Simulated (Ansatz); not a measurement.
The cell is built from the fluorite type as a first guess.

An input for Tl2Se and the output that it gave: DFT, PBE, PAW with Ansatz's default frozen-core files, scalar-relativistic (Ansatz 0.2.0).

Command: `ansatz run input.yaml --threads 1 --pin off --max-ram 3072MiB --backend cpu --events-out ev --progress --plain --runs-dir out` The run took about 60 s on 1 thread of a shared machine.

```yaml
crystal:
  lattice:
    - [0.0, 3.2596220591, 3.2596220591]
    - [3.2596220591, 0.0, 3.2596220591]
    - [3.2596220591, 3.2596220591, 0.0]
  atoms:
    - { symbol: Se, position: [0.0, 0.0, 0.0] }
    - { symbol: Tl, position: [0.25, 0.25, 0.25] }
    - { symbol: Tl, position: [0.75, 0.75, 0.75] }
kpoints:
  mp_grid: { grid: [10, 10, 10] }
scf:
  occupations: { method: fermi_dirac, width: 0.03 }
hamiltonian:
  xc: pbe
  pseudopotentials: { kind: paw }
output:
  forces: true
  stress: true
relax:
  f_tol: 0.005
  max_steps: 80
  cell: {}
```

The log:

```
Engine: ansatz 0.2.0
Pseudopotentials: kind: paw
Pseudopotential: Se, paw, valence charge 16, recommended cutoff 420 eV (normal)
Pseudopotential: Tl, paw, valence charge 13, recommended cutoff 420 eV (normal)
Functional definition: PBE
  parameter kappa = 0.804
  parameter beta = 0.06672455060314922
  exchange = pbe_x(kappa = kappa, mu = beta*pi^2/3)
  correlation = pbe_c(beta = beta)
Crystal: 3 atoms, lattice volume = 69.268 Å³
Basis set: ecut = 420 eV, 1363 PW (Γ), exchange–correlation on 64×64×64 points (8 copies of the dense FFT grid, shifted against one another)
Bands: 26, of which v1, the nominal top of the filled ones, is band 21 counted from 1 (20 counted from 0)
Symmetry: 48 space group operations
Space group: Fm-3m (ITA 225), of the structure as read, at distance tolerance 4.1e-5 Å
k-points: 47 of 1000
Non-local potential: Se, projectors of the file, l = 0: 2, l = 1: 2, l = 2: 3, l = 3: 1
Non-local potential: Tl, projectors of the file, l = 0: 2, l = 1: 2, l = 2: 2, l = 3: 1
PAW form: soft (Blöchl's): semilocal exchange-correlation on the pseudo side does not see the compensation charge
PAW one-centre angular grid: Se, 590 points (default); XC on 64 Gauss nodes
PAW one-centre angular grid: Tl, 590 points (default); XC on 64 Gauss nodes
Initial density: superposition of atomic densities (neutral atoms: chi_scale 0, normalization atom), corrected by the library's trained network
Initial wavefunctions: pseudopotential atomic-orbital guess
Functional: x = pbe(κ = 0.804, μ = 0.2195149727645171), c = pbe(β = 0.06672455060314922)
SCF iter   1: F=—  HF=-28356.156043 eV  |F-HF|=—  |Δ(HF+E_count)|=         —  Δρ=2.93e-3  dr2=5.62e-3  ethr=1.77e-3  ⟨swp⟩=6.2  Hψ=5848  notcnv=0
preconditioner: auto → none  [insulator: Δε(μ)=0.190 eV  Ē_g=13.367 eV  σ=0.030 eV  W_gap=0.78  n_scr=14 (ndim 8)  ℏωp=25.2 eV  f_vac=0.040  D(μ)=0.17/eV (n_scr^D=0)  ε∞_Penn≈4.6]
SCF iter   2: F=—  HF=-28356.154772 eV  |F-HF|=—  |Δ(HF+E_count)|=   1.27e-3  Δρ=8.47e-4  dr2=7.73e-4  ethr=1.34e-5  ⟨swp⟩=2.0  Hψ=2556  notcnv=0  defer=31
SCF iter   3: F=—  HF=-28356.154584 eV  |F-HF|=—  |Δ(HF+E_count)|=   1.88e-4  Δρ=5.68e-4  dr2=1.07e-4  ethr=1.84e-6  ⟨swp⟩=2.1  Hψ=2044  notcnv=0  defer=31
SCF iter   4: F=—  HF=-28356.154622 eV  |F-HF|=—  |Δ(HF+E_count)|=   3.84e-5  Δρ=1.41e-4  dr2=7.02e-6  ethr=2.54e-7  ⟨swp⟩=2.1  Hψ=1446  notcnv=0  defer=31
SCF iter   5: F=—  HF=-28356.154620 eV  |F-HF|=—  |Δ(HF+E_count)|=   2.29e-6  Δρ=1.70e-5  dr2=1.19e-7  ethr=1.67e-8  ⟨swp⟩=2.2  Hψ=1928  notcnv=0  defer=31
SCF iter   6: F=-28356.154620 eV  HF=-28356.154620 eV  |F-HF|=6.11e-9  |Δ(HF+E_count)|=   2.80e-7  Δρ=2.10e-6  dr2=2.58e-9  ethr=2.38e-10  ⟨swp⟩=4.6  Hψ=4183  notcnv=0
SCF 1 converged in 6 iterations: F = -28356.154620 eV  dr2 = 2.58e-9
  greatest PAW one-centre occupation: 1.000 electrons in one spin orbital (limit 2), on the Se atom at site 0 (counted from 0), in its partial waves of l = 2
relax step   1: F+E_penalty+E_count = -28356.15462038 eV  Δ(F+E_penalty+E_count) = +0.000e0 eV  max|allowed force component| = 2.776e-17 eV/Å  Δτ_max = 0.0000 Å  P = +27.231 GPa  Ω = 69.268 Å³  (6 SCF iters, dr2 threshold 1.00e-7 eV, accepted)
Crystal: 3 atoms, lattice volume = 79.900 Å³
Basis set: ecut = 420 eV, 1471 PW (Γ), exchange–correlation on 64×64×64 points (8 copies of the dense FFT grid, shifted against one another)
Initial density: handed on by an earlier stage of this run
Initial wavefunctions: those handed on with the density
iter 1 solved again at ethr=1.69e-4 eV; its pass at ethr=3.10e-3 eV (dr2=7.12e-2 eV) is discarded
SCF iter   1: F=—  HF=-28357.458416 eV  |F-HF|=—  |Δ(HF+E_count)|=         —  Δρ=6.45e-3  dr2=7.19e-2  ethr=1.69e-4  ⟨swp⟩=1.9  Hψ=7592  notcnv=0
preconditioner: auto → none  [insulator: Δε(μ)=0.356 eV  Ē_g=12.798 eV  σ=0.030 eV  W_gap=0.79  n_scr=14 (ndim 8)  ℏωp=23.5 eV  f_vac=0.065  D(μ)=0.24/eV (n_scr^D=0)  ε∞_Penn≈4.4]
SCF iter   2: F=—  HF=-28357.442937 eV  |F-HF|=—  |Δ(HF+E_count)|=   1.55e-2  Δρ=3.18e-3  dr2=1.40e-2  ethr=1.69e-4  ⟨swp⟩=3.0  Hψ=2431  notcnv=0
SCF iter   3: F=—  HF=-28357.438668 eV  |F-HF|=—  |Δ(HF+E_count)|=   4.27e-3  Δρ=1.00e-3  dr2=4.53e-4  ethr=3.34e-5  ⟨swp⟩=2.3  Hψ=2511  notcnv=0  defer=3
SCF iter   4: F=—  HF=-28357.438893 eV  |F-HF|=—  |Δ(HF+E_count)|=   2.24e-4  Δρ=3.59e-4  dr2=5.18e-5  ethr=1.08e-6  ⟨swp⟩=2.1  Hψ=1925  notcnv=0  defer=3
SCF iter   5: F=—  HF=-28357.438943 eV  |F-HF|=—  |Δ(HF+E_count)|=   5.02e-5  Δρ=2.74e-5  dr2=5.16e-7  ethr=1.23e-7  ⟨swp⟩=2.0  Hψ=2186  notcnv=0  defer=3
SCF iter   6: F=-28357.438942 eV  HF=-28357.438942 eV  |F-HF|=3.41e-9  |Δ(HF+E_count)|=   5.89e-7  Δρ=1.21e-5  dr2=8.64e-8  ethr=7.14e-10  ⟨swp⟩=5.0  Hψ=4606  notcnv=0
SCF 2 converged in 6 iterations: F = -28357.438942 eV  dr2 = 8.64e-8
relax step   2: F+E_penalty+E_count = -28357.43894241 eV  Δ(F+E_penalty+E_count) = -1.284e0 eV  max|allowed force component| = 2.313e-16 eV/Å  Δτ_max = 0.0000 Å  P = +13.146 GPa  Ω = 79.900 Å³  energy of the carried Pulay correction = -3.036e-3 eV  (6 SCF iters, dr2 threshold 3.00e-7 eV, accepted)
Crystal: 3 atoms, lattice volume = 91.568 Å³
Basis set: ecut = 420 eV, 1807 PW (Γ), exchange–correlation on 64×64×64 points (8 copies of the dense FFT grid, shifted against one another)
iter 1 solved again at ethr=2.58e-4 eV; its pass at ethr=3.10e-3 eV (dr2=1.08e-1 eV) is discarded
SCF iter   1: F=—  HF=-28358.100352 eV  |F-HF|=—  |Δ(HF+E_count)|=         —  Δρ=6.90e-3  dr2=1.08e-1  ethr=2.58e-4  ⟨swp⟩=1.2  Hψ=7230  notcnv=0
preconditioner: auto → none  [insulator: Δε(μ)=0.069 eV  Ē_g=12.327 eV  σ=0.030 eV  W_gap=0.52  n_scr=14 (ndim 8)  ℏωp=22.0 eV  f_vac=0.091  D(μ)=0.30/eV (n_scr^D=0)  ε∞_Penn≈4.2]
SCF iter   2: F=—  HF=-28358.081093 eV  |F-HF|=—  |Δ(HF+E_count)|=   1.93e-2  Δρ=4.45e-3  dr2=3.62e-2  ethr=2.57e-4  ⟨swp⟩=3.1  Hψ=2432  notcnv=0
SCF iter   3: F=—  HF=-28358.071418 eV  |F-HF|=—  |Δ(HF+E_count)|=   9.67e-3  Δρ=8.88e-4  dr2=4.28e-4  ethr=8.61e-5  ⟨swp⟩=3.0  Hψ=2000  notcnv=0  defer=27
SCF iter   4: F=—  HF=-28358.071720 eV  |F-HF|=—  |Δ(HF+E_count)|=   3.01e-4  Δρ=1.99e-4  dr2=2.58e-5  ethr=1.02e-6  ⟨swp⟩=2.0  Hψ=2294  notcnv=0  defer=28
SCF iter   5: F=—  HF=-28358.071745 eV  |F-HF|=—  |Δ(HF+E_count)|=   2.51e-5  Δρ=4.02e-5  dr2=2.15e-6  ethr=6.15e-8  ⟨swp⟩=2.0  Hψ=2174  notcnv=0  defer=28
SCF iter   6: F=-28358.071744 eV  HF=-28358.071744 eV  |F-HF|=1.12e-7  |Δ(HF+E_count)|=   8.30e-7  Δρ=1.27e-5  dr2=9.30e-8  ethr=7.14e-10  ⟨swp⟩=5.0  Hψ=5300  notcnv=0
SCF 3 converged in 6 iterations: F = -28358.071744 eV  dr2 = 9.30e-8
relax step   3: F+E_penalty+E_count = -28358.07174404 eV  Δ(F+E_penalty+E_count) = -6.328e-1 eV  max|allowed force component| = 1.850e-16 eV/Å  Δτ_max = 0.0000 Å  P = +5.132 GPa  Ω = 91.568 Å³  energy of the carried Pulay correction = -5.906e-3 eV  (6 SCF iters, dr2 threshold 3.00e-7 eV, accepted)
Crystal: 3 atoms, lattice volume = 100.987 Å³
Basis set: ecut = 420 eV, 1989 PW (Γ), exchange–correlation on 64×64×64 points (8 copies of the dense FFT grid, shifted against one another)
iter 1 solved again at ethr=1.69e-4 eV; its pass at ethr=3.10e-3 eV (dr2=7.08e-2 eV) is discarded
SCF iter   1: F=—  HF=-28358.268439 eV  |F-HF|=—  |Δ(HF+E_count)|=         —  Δρ=5.16e-3  dr2=7.05e-2  ethr=1.69e-4  ⟨swp⟩=1.9  Hψ=7076  notcnv=0
preconditioner: auto → none  [insulator: Δε(μ)=0.182 eV  Ē_g=12.050 eV  σ=0.030 eV  W_gap=0.91  n_scr=14 (ndim 8)  ℏωp=20.9 eV  f_vac=0.115  D(μ)=0.09/eV (n_scr^D=0)  ε∞_Penn≈4.0]
SCF iter   2: F=—  HF=-28358.257049 eV  |F-HF|=—  |Δ(HF+E_count)|=   1.14e-2  Δρ=3.63e-3  dr2=2.83e-2  ethr=1.68e-4  ⟨swp⟩=3.1  Hψ=2427  notcnv=0
SCF iter   3: F=—  HF=-28358.249684 eV  |F-HF|=—  |Δ(HF+E_count)|=   7.37e-3  Δρ=6.31e-4  dr2=2.55e-4  ethr=6.75e-5  ⟨swp⟩=3.0  Hψ=1882  notcnv=0  defer=24
SCF iter   4: F=—  HF=-28358.249857 eV  |F-HF|=—  |Δ(HF+E_count)|=   1.73e-4  Δρ=1.34e-4  dr2=2.01e-5  ethr=6.06e-7  ⟨swp⟩=2.0  Hψ=2333  notcnv=0  defer=24
SCF iter   5: F=—  HF=-28358.249858 eV  |F-HF|=—  |Δ(HF+E_count)|=   5.94e-7  Δρ=6.96e-5  dr2=5.76e-6  ethr=4.79e-8  ⟨swp⟩=2.0  Hψ=2174  notcnv=0  defer=24
SCF iter   6: F=—  HF=-28358.249853 eV  |F-HF|=—  |Δ(HF+E_count)|=   4.94e-6  Δρ=1.31e-5  dr2=1.46e-7  ethr=7.14e-10  ⟨swp⟩=3.9  Hψ=5578  notcnv=0
SCF iter   7: F=-28358.249852 eV  HF=-28358.249852 eV  |F-HF|=3.10e-9  |Δ(HF+E_count)|=   3.11e-7  Δρ=2.31e-6  dr2=6.44e-9  ethr=3.47e-10  ⟨swp⟩=4.7  Hψ=4544  notcnv=0
SCF 4 converged in 7 iterations: F = -28358.249852 eV  dr2 = 6.44e-9
relax step   4: F+E_penalty+E_count = -28358.24985233 eV  Δ(F+E_penalty+E_count) = -1.781e-1 eV  max|allowed force component| = 1.419e-16 eV/Å  Δτ_max = 0.0000 Å  P = +1.191 GPa  Ω = 100.987 Å³  energy of the carried Pulay correction = -7.939e-3 eV  (7 SCF iters, dr2 threshold 3.00e-7 eV, accepted)
Crystal: 3 atoms, lattice volume = 105.364 Å³
Basis set: ecut = 420 eV, 2085 PW (Γ), exchange–correlation on 64×64×64 points (8 copies of the dense FFT grid, shifted against one another)
iter 1 solved again at ethr=3.09e-5 eV; its pass at ethr=3.10e-3 eV (dr2=1.30e-2 eV) is discarded
SCF iter   1: F=—  HF=-28358.263599 eV  |F-HF|=—  |Δ(HF+E_count)|=         —  Δρ=2.17e-3  dr2=1.31e-2  ethr=3.09e-5  ⟨swp⟩=2.0  Hψ=7530  notcnv=0
preconditioner: auto → none  [insulator: Δε(μ)=0.134 eV  Ē_g=11.955 eV  σ=0.030 eV  W_gap=0.81  n_scr=14 (ndim 8)  ℏωp=20.5 eV  f_vac=0.121  D(μ)=0.16/eV (n_scr^D=0)  ε∞_Penn≈3.9]
SCF iter   2: F=—  HF=-28358.261960 eV  |F-HF|=—  |Δ(HF+E_count)|=   1.64e-3  Δρ=1.62e-3  dr2=6.32e-3  ethr=3.09e-5  ⟨swp⟩=3.0  Hψ=2300  notcnv=0
SCF iter   3: F=—  HF=-28358.260287 eV  |F-HF|=—  |Δ(HF+E_count)|=   1.67e-3  Δρ=2.98e-4  dr2=5.92e-5  ethr=1.51e-5  ⟨swp⟩=2.0  Hψ=2344  notcnv=0
SCF iter   4: F=—  HF=-28358.260340 eV  |F-HF|=—  |Δ(HF+E_count)|=   5.26e-5  Δρ=1.07e-4  dr2=8.72e-6  ethr=1.41e-7  ⟨swp⟩=2.0  Hψ=2210  notcnv=0
SCF iter   5: F=-28358.260346 eV  HF=-28358.260346 eV  |F-HF|=8.67e-8  |Δ(HF+E_count)|=   6.73e-6  Δρ=6.88e-6  dr2=4.52e-8  ethr=7.14e-10  ⟨swp⟩=4.0  Hψ=5698  notcnv=0
SCF 5 converged in 5 iterations: F = -28358.260346 eV  dr2 = 4.52e-8
relax step   5: F+E_penalty+E_count = -28358.26034643 eV  Δ(F+E_penalty+E_count) = -1.049e-2 eV  max|allowed force component| = 9.098e-17 eV/Å  Δτ_max = 0.0000 Å  P = -0.336 GPa  Ω = 105.364 Å³  energy of the carried Pulay correction = -8.810e-3 eV  (5 SCF iters, dr2 threshold 3.00e-7 eV, accepted)
Crystal: 3 atoms, lattice volume = 104.368 Å³
iter 1 solved again at ethr=1.70e-6 eV; its pass at ethr=3.10e-3 eV (dr2=7.13e-4 eV) is discarded
SCF iter   1: F=—  HF=-28358.261731 eV  |F-HF|=—  |Δ(HF+E_count)|=         —  Δρ=4.79e-4  dr2=6.31e-4  ethr=1.70e-6  ⟨swp⟩=2.1  Hψ=6458  notcnv=0
preconditioner: auto → none  [insulator: Δε(μ)=0.179 eV  Ē_g=11.990 eV  σ=0.030 eV  W_gap=0.90  n_scr=14 (ndim 8)  ℏωp=20.6 eV  f_vac=0.115  D(μ)=0.08/eV (n_scr^D=0)  ε∞_Penn≈3.9]
SCF iter   2: F=—  HF=-28358.261643 eV  |F-HF|=—  |Δ(HF+E_count)|=   8.76e-5  Δρ=3.51e-4  dr2=2.87e-4  ethr=1.50e-6  ⟨swp⟩=2.0  Hψ=2005  notcnv=0
SCF iter   3: F=—  HF=-28358.261568 eV  |F-HF|=—  |Δ(HF+E_count)|=   7.52e-5  Δρ=6.78e-5  dr2=2.73e-6  ethr=6.82e-7  ⟨swp⟩=2.3  Hψ=2143  notcnv=0
SCF iter   4: F=—  HF=-28358.261592 eV  |F-HF|=—  |Δ(HF+E_count)|=   2.40e-5  Δρ=2.77e-5  dr2=5.04e-7  ethr=6.74e-10  ⟨swp⟩=5.0  Hψ=4556  notcnv=0
SCF iter   5: F=-28358.261592 eV  HF=-28358.261592 eV  |F-HF|=3.23e-9  |Δ(HF+E_count)|=   1.47e-7  Δρ=1.55e-6  dr2=2.23e-9  ethr=6.74e-10  ⟨swp⟩=5.0  Hψ=4491  notcnv=0
SCF 6 converged in 5 iterations: F = -28358.261592 eV  dr2 = 2.23e-9
relax step   6: F+E_penalty+E_count = -28358.26159193 eV  Δ(F+E_penalty+E_count) = -1.245e-3 eV  max|allowed force component| = 1.218e-16 eV/Å  Δτ_max = 0.0000 Å  P = -0.001 GPa  Ω = 104.368 Å³  energy of the carried Pulay correction = -8.616e-3 eV  (5 SCF iters, dr2 threshold 2.83e-7 eV, accepted)
Basis set: ecut = 420 eV, 2085 PW (Γ), exchange–correlation on 72×72×72 points (8 copies of the dense FFT grid, shifted against one another)
Initial wavefunctions: pseudopotential atomic-orbital guess (no wavefunctions were taken with the density)
iter 1 solved again at ethr=8.30e-7 eV; its pass at ethr=3.10e-3 eV (dr2=3.49e-4 eV) is discarded
SCF iter   1: F=—  HF=-28358.291575 eV  |F-HF|=—  |Δ(HF+E_count)|=         —  Δρ=1.39e-3  dr2=3.45e-4  ethr=8.30e-7  ⟨swp⟩=2.9  Hψ=7500  notcnv=0
preconditioner: auto → none  [insulator: Δε(μ)=0.179 eV  Ē_g=11.988 eV  σ=0.030 eV  W_gap=0.90  n_scr=14 (ndim 8)  ℏωp=20.6 eV  f_vac=0.115  D(μ)=0.08/eV (n_scr^D=0)  ε∞_Penn≈3.9]
SCF iter   2: F=—  HF=-28358.297560 eV  |F-HF|=—  |Δ(HF+E_count)|=   5.98e-3  Δρ=6.32e-4  dr2=4.86e-5  ethr=8.22e-7  ⟨swp⟩=2.0  Hψ=2329  notcnv=0
SCF iter   3: F=—  HF=-28358.299827 eV  |F-HF|=—  |Δ(HF+E_count)|=   2.27e-3  Δρ=2.46e-4  dr2=8.23e-6  ethr=1.16e-7  ⟨swp⟩=2.0  Hψ=1931  notcnv=0
SCF iter   4: F=—  HF=-28358.300266 eV  |F-HF|=—  |Δ(HF+E_count)|=   4.39e-4  Δρ=6.82e-5  dr2=7.88e-6  ethr=1.96e-8  ⟨swp⟩=2.1  Hψ=2018  notcnv=0
SCF iter   5: F=—  HF=-28358.300281 eV  |F-HF|=—  |Δ(HF+E_count)|=   1.50e-5  Δρ=1.82e-5  dr2=9.34e-8  ethr=1.88e-8  ⟨swp⟩=2.0  Hψ=1818  notcnv=0
SCF iter   6: F=—  HF=-28358.300281 eV  |F-HF|=—  |Δ(HF+E_count)|=   5.88e-7  Δρ=2.38e-6  dr2=2.94e-9  ethr=2.22e-10  ⟨swp⟩=2.1  Hψ=1905  notcnv=0
SCF iter   7: F=—  HF=-28358.300281 eV  |F-HF|=—  |Δ(HF+E_count)|=   1.10e-8  Δρ=2.56e-7  dr2=5.55e-11  ethr=7.01e-12  ⟨swp⟩=2.0  Hψ=2208  notcnv=0
SCF iter   8: F=-28358.300281 eV  HF=-28358.300281 eV  |F-HF|=1.09e-11  |Δ(HF+E_count)|=  4.98e-10  Δρ=7.16e-8  dr2=8.19e-12  ethr=1.00e-12  ⟨swp⟩=6.0  Hψ=5277  notcnv=0
SCF 7 converged in 8 iterations: F = -28358.300281 eV  dr2 = 8.19e-12
relax step   7: F+E_penalty+E_count = -28358.30028149 eV  Δ(F+E_penalty+E_count) = -3.869e-2 eV  max|allowed force component| = 1.449e-16 eV/Å  Δτ_max = 0.0000 Å  P = +0.834 GPa  Ω = 104.368 Å³  stress off target by 8.34e-1 GPa  SCF on the basis re-selected at this cell (its energy is not comparable with the rows above)  (8 SCF iters)
basis re-selected at this cell: Δ(F+E_penalty+E_count) = -3.869e-2 eV, ΔP = +0.835 GPa vs the last step (what re-selecting the basis moved, of the pressure what is left beyond the Pulay correction that the steps carried, after the strain that the cell walked since its last selection, with what the two solves' SCF thresholds leave and, on support functions, any second-order correction that the steps lacked; it is no measure of the basis error at this ecutwfc). The dense FFT grid was sized anew with the basis: this SCF ran on 36×36×36 points, the steps before it on 32×32×32, so part of this shift can come from that change (see relax.cell in the input reference). This SCF's stress stands 8.34e-1 GPa from its target on what of the cell is left free (relax.cell.stress_tol is 5.00e-2 GPa) and its largest allowed force component is 1.45e-16 eV/Å (relax.f_tol is 5.00e-3 eV/Å): not within both, so this SCF does not close the relaxation
Crystal: 3 atoms, lattice volume = 106.838 Å³
iter 1 solved again at ethr=9.54e-6 eV; its pass at ethr=3.10e-3 eV (dr2=4.01e-3 eV) is discarded
SCF iter   1: F=—  HF=-28358.309370 eV  |F-HF|=—  |Δ(HF+E_count)|=         —  Δρ=1.19e-3  dr2=4.17e-3  ethr=9.54e-6  ⟨swp⟩=2.1  Hψ=6588  notcnv=0
preconditioner: auto → none  [insulator: Δε(μ)=0.117 eV  Ē_g=11.917 eV  σ=0.030 eV  W_gap=0.75  n_scr=14 (ndim 8)  ℏωp=20.3 eV  f_vac=0.118  D(μ)=0.19/eV (n_scr^D=0)  ε∞_Penn≈3.9]
SCF iter   2: F=—  HF=-28358.308910 eV  |F-HF|=—  |Δ(HF+E_count)|=   4.60e-4  Δρ=9.44e-4  dr2=2.23e-3  ethr=9.54e-6  ⟨swp⟩=2.0  Hψ=2204  notcnv=0
SCF iter   3: F=—  HF=-28358.308338 eV  |F-HF|=—  |Δ(HF+E_count)|=   5.72e-4  Δρ=1.29e-4  dr2=1.58e-5  ethr=5.31e-6  ⟨swp⟩=2.0  Hψ=1680  notcnv=0
SCF iter   4: F=—  HF=-28358.308337 eV  |F-HF|=—  |Δ(HF+E_count)|=   1.00e-6  Δρ=4.22e-5  dr2=2.22e-6  ethr=3.76e-8  ⟨swp⟩=2.0  Hψ=2208  notcnv=0
SCF iter   5: F=-28358.308338 eV  HF=-28358.308338 eV  |F-HF|=4.93e-8  |Δ(HF+E_count)|=   1.07e-6  Δρ=7.19e-6  dr2=3.64e-8  ethr=7.14e-10  ⟨swp⟩=3.0  Hψ=4822  notcnv=0
SCF 8 converged in 5 iterations: F = -28358.308338 eV  dr2 = 3.64e-8
relax step   8: F+E_penalty+E_count = -28358.30833841 eV  Δ(F+E_penalty+E_count) = -8.057e-3 eV  max|allowed force component| = 1.573e-16 eV/Å  Δτ_max = 0.0000 Å  P = +0.275 GPa  Ω = 106.838 Å³  energy of the carried Pulay correction = -3.900e-4 eV  (5 SCF iters, dr2 threshold 3.00e-7 eV, accepted)
Crystal: 3 atoms, lattice volume = 108.006 Å³
iter 1 solved again at ethr=2.51e-6 eV; its pass at ethr=3.10e-3 eV (dr2=1.06e-3 eV) is discarded
SCF iter   1: F=—  HF=-28358.309530 eV  |F-HF|=—  |Δ(HF+E_count)|=         —  Δρ=5.72e-4  dr2=9.73e-4  ethr=2.51e-6  ⟨swp⟩=2.2  Hψ=6208  notcnv=0
preconditioner: auto → none  [insulator: Δε(μ)=0.102 eV  Ē_g=11.894 eV  σ=0.030 eV  W_gap=0.69  n_scr=14 (ndim 8)  ℏωp=20.2 eV  f_vac=0.120  D(μ)=0.22/eV (n_scr^D=0)  ε∞_Penn≈3.9]
SCF iter   2: F=—  HF=-28358.309433 eV  |F-HF|=—  |Δ(HF+E_count)|=   9.69e-5  Δρ=4.64e-4  dr2=5.55e-4  ethr=2.32e-6  ⟨swp⟩=2.0  Hψ=2013  notcnv=0
SCF iter   3: F=—  HF=-28358.309294 eV  |F-HF|=—  |Δ(HF+E_count)|=   1.39e-4  Δρ=5.94e-5  dr2=3.49e-6  ethr=1.32e-6  ⟨swp⟩=2.0  Hψ=1636  notcnv=0
SCF iter   4: F=—  HF=-28358.309292 eV  |F-HF|=—  |Δ(HF+E_count)|=   1.82e-6  Δρ=2.29e-5  dr2=6.57e-7  ethr=8.31e-9  ⟨swp⟩=2.0  Hψ=2194  notcnv=0
SCF iter   5: F=-28358.309292 eV  HF=-28358.309292 eV  |F-HF|=1.39e-8  |Δ(HF+E_count)|=   3.75e-7  Δρ=3.39e-6  dr2=9.48e-9  ethr=4.50e-10  ⟨swp⟩=4.3  Hψ=4332  notcnv=0
SCF 9 converged in 5 iterations: F = -28358.309292 eV  dr2 = 9.48e-9
relax step   9: F+E_penalty+E_count = -28358.30929229 eV  Δ(F+E_penalty+E_count) = -9.539e-4 eV  max|allowed force component| = 1.419e-16 eV/Å  Δτ_max = 0.0000 Å  P = +0.039 GPa  Ω = 108.006 Å³  energy of the carried Pulay correction = -5.691e-4 eV  (5 SCF iters, dr2 threshold 1.89e-7 eV, accepted)
iter 1 solved again at ethr=3.31e-8 eV; its pass at ethr=3.10e-3 eV (dr2=1.39e-5 eV) is discarded
SCF iter   1: F=—  HF=-28358.304461 eV  |F-HF|=—  |Δ(HF+E_count)|=         —  Δρ=3.34e-4  dr2=3.58e-6  ethr=3.31e-8  ⟨swp⟩=3.1  Hψ=8447  notcnv=0
preconditioner: auto → none  [insulator: Δε(μ)=0.118 eV  Ē_g=11.896 eV  σ=0.030 eV  W_gap=0.75  n_scr=14 (ndim 8)  ℏωp=20.2 eV  f_vac=0.119  D(μ)=0.19/eV (n_scr^D=0)  ε∞_Penn≈3.9]
SCF iter   2: F=—  HF=-28358.308057 eV  |F-HF|=—  |Δ(HF+E_count)|=   3.60e-3  Δρ=1.67e-4  dr2=1.09e-6  ethr=8.52e-9  ⟨swp⟩=2.9  Hψ=2179  notcnv=0
SCF iter   3: F=—  HF=-28358.309510 eV  |F-HF|=—  |Δ(HF+E_count)|=   1.45e-3  Δρ=6.78e-5  dr2=2.37e-7  ethr=2.59e-9  ⟨swp⟩=2.0  Hψ=1976  notcnv=0
SCF iter   4: F=—  HF=-28358.309847 eV  |F-HF|=—  |Δ(HF+E_count)|=   3.37e-4  Δρ=1.10e-5  dr2=5.09e-8  ethr=5.65e-10  ⟨swp⟩=2.3  Hψ=1971  notcnv=0
SCF iter   5: F=—  HF=-28358.309854 eV  |F-HF|=—  |Δ(HF+E_count)|=   7.36e-6  Δρ=2.73e-6  dr2=1.55e-9  ethr=1.21e-10  ⟨swp⟩=2.0  Hψ=1642  notcnv=0
SCF iter   6: F=—  HF=-28358.309855 eV  |F-HF|=—  |Δ(HF+E_count)|=   5.11e-7  Δρ=5.32e-7  dr2=1.32e-10  ethr=3.70e-12  ⟨swp⟩=2.1  Hψ=1831  notcnv=0
SCF iter   7: F=-28358.309855 eV  HF=-28358.309855 eV  |F-HF|=1.71e-10  |Δ(HF+E_count)|=   1.57e-8  Δρ=8.17e-8  dr2=1.50e-11  ethr=1.00e-12  ⟨swp⟩=6.0  Hψ=5291  notcnv=0
SCF 10 converged in 7 iterations: F = -28358.309855 eV  dr2 = 1.50e-11
relax step  10: F+E_penalty+E_count = -28358.30985501 eV  Δ(F+E_penalty+E_count) = -5.627e-4 eV  max|allowed force component| = 1.542e-16 eV/Å  Δτ_max = 0.0000 Å  P = +0.037 GPa  Ω = 108.006 Å³  stress off target by 3.72e-2 GPa  SCF on the basis re-selected at this cell (its energy is not comparable with the rows above)  (7 SCF iters)
basis re-selected at this cell: Δ(F+E_penalty+E_count) = -5.627e-4 eV, ΔP = -0.002 GPa vs the last step (what re-selecting the basis moved, of the pressure what is left beyond the Pulay correction that the steps carried, after the strain that the cell walked since its last selection, with what the two solves' SCF thresholds leave and, on support functions, any second-order correction that the steps lacked; it is no measure of the basis error at this ecutwfc). This SCF's stress stands 3.72e-2 GPa from its target on what of the cell is left free (relax.cell.stress_tol is 5.00e-2 GPa) and its largest allowed force component is 1.54e-16 eV/Å (relax.f_tol is 5.00e-3 eV/Å): within both
SCF converged after 7 iterations
Free energy (F): -28358.309855 eV
Harris-Foulkes:  -28358.309855 eV  (|F-HF|=1.71e-10)
Internal energy: -28358.309242 eV  (E = F + TS)
E sigma→0 (E₀):  -28358.309549 eV
Entropy (-TS):   -0.000613 eV (-0.204 meV/atom)
Fermi energy:    6.494483 eV
--- Per-component energies (eV) ---
  E_band       = -482.078788
  E_kinetic    = 781.363853
  E_local      = -4994.537086  (includes V_loc(G=0)·N_el)
  E_nonlocal   = 39.475108
  E_hartree    = 2197.476915
  E_xc         = -565.763862
  E_vxc        = -381.874958  (∫ρ·V_xc dr)
  E_paw        = -22236.298281  (= ΣΔE_a)
  E_vpaw       = -321.459149  (= ΣTr[D̂ρ^β])
  E_aug_tail   = -0.000534  (compensation charges beyond the density's cutoff)
  E_ewald      = -3580.025355
  E_smearing   = -0.000613  (= −TS)
  E_closure    = 0.000000  (closes the sum)
  Σ components = -28358.309855   (vs F -28358.309855, Δ=0.00e0)
--- Forces (eV/Å), atoms counted from 1 ---
  atom   1  Se    -0.00000000     0.00000000     0.00000000
  atom   2  Tl    -0.00000000    -0.00000000    -0.00000000
  atom   3  Tl     0.00000000     0.00000000     0.00000000
  max |Σ_I F_I| component: 8.33e-17 eV/Å
--- Stress (GPa, compression-positive) ---
        0.037183      -0.000000      -0.000000
       -0.000000       0.037183      -0.000000
       -0.000000      -0.000000       0.037183
  P = ⅓ Tr σ = 0.0372 GPa (0.372 kbar)
--- Relaxed structure (8 steps of the walk, 8 accepted, 2 SCFs on fresh bases) ---
  F+E_penalty+E_count = -28358.30985501 eV   max|allowed force component| = 1.542e-16 eV/Å   (the final SCF, on the basis selected at the relaxed cell)
  cell:  # Å, volume = 108.0056 Å³
    - [2.7706090319107644e-34, 3.7798283955580376, 3.7798283955580376]
    - [3.7798283955580376, -1.0859512134132511e-33, 3.7798283955580376]
    - [3.7798283955580376, 3.7798283955580376, 2.61137816685899e-34]
  atoms:
    - { symbol: Se, position: [-2.8824187483359036e-35, -6.698289831542148e-35, -1.6032813180245608e-34] }
    - { symbol: Tl, position: [0.25, 0.25, 0.25] }
    - { symbol: Tl, position: [0.75, 0.75, 0.75] }
```
